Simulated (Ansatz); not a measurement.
**PbO₂: all-electron results**

```
CELL_PARAMETERS angstrom
4.95780 0.00000 0.00000
0.00000 4.95780 0.00000
0.00000 0.00000 3.38780
ATOMIC_POSITIONS crystal
Pb 0.00000 0.00000 0.00000
Pb 0.50000 0.50000 0.50000
O 0.30670 0.30670 0.00000
O 0.19330 0.80670 0.50000
O 0.69330 0.69330 0.00000
O 0.80670 0.19330 0.50000
```

Atom numbers follow the list: Pb1, Pb2, O3, O4, O5, O6.

The cell comes from COD entry 9011216, which wasn't checked; take it as a given geometry.

Spin–orbit coupling is left out, though it moves levels of the heavy atoms by tenths of an eV or more.

All numbers are computed: DFT, PBE, all-electron LAPW, scalar-relativistic (Ansatz 0.2.0); DFT, PBE, PAW with Ansatz's default frozen-core files, scalar-relativistic (Ansatz 0.2.0); DFT, PBE, all-electron PAW with datasets made for the crystal, scalar-relativistic (Ansatz 0.2.0).

For LAPW: a Γ-centred 4×4×6 k mesh, Fermi–Dirac smearing of 0.01 eV, basis error target 1 meV/atom, no spin polarisation. PAW takes a cutoff of 420 eV at this cell. The crystal-made all-electron datasets (AE datasets) take a cutoff of 400 eV at this cell. The Ansatz runs share mesh, smearing and spin set-up. Values come from LAPW unless marked.

No spin–orbit coupling: at heavy atoms the gradients can be off by tens of per cent for that reason.

```
Bader charges (from the PAW run) : Pb1 +2.10, O3 -1.05 e
Volume per atom                  : 93.7 bohr³
```

(1) Predict this quantity. Field gradients Vzz (crystal-made datasets).

(2) Smallest direct gap on the path: what does the calculation give?

(3) Give the computed value. Pressure at this cell.

(4) Give the computed value. Band gap.

(5) Give the computed value. Löwdin charges (with 0.21 e of the cell spilling out of the atomic basis, so their sizes and signs hang on that basis).

(6) Stress xx, yy, zz (compression positive): what does the calculation give?

(7) Predict this quantity. Largest force.

Answers

(1) Pb1 13.86 (η = 0.48), O3 -12.47 (η = 0.20) in 10²¹ V/m².

(2) 0.14 eV.

(3) 8.98 GPa.

(4) 0.05 eV, indirect from the line Γ–Z (0, 0, 0.5) to the line Γ–X (0, 0.5, 0) (so small a gap may close at points that the mesh and path miss).

(5) Pb1 1.52, O3 -0.71 e.

(6) 8.31, 8.31, 10.32 GPa.

(7) 0.009 eV/Å on O3.
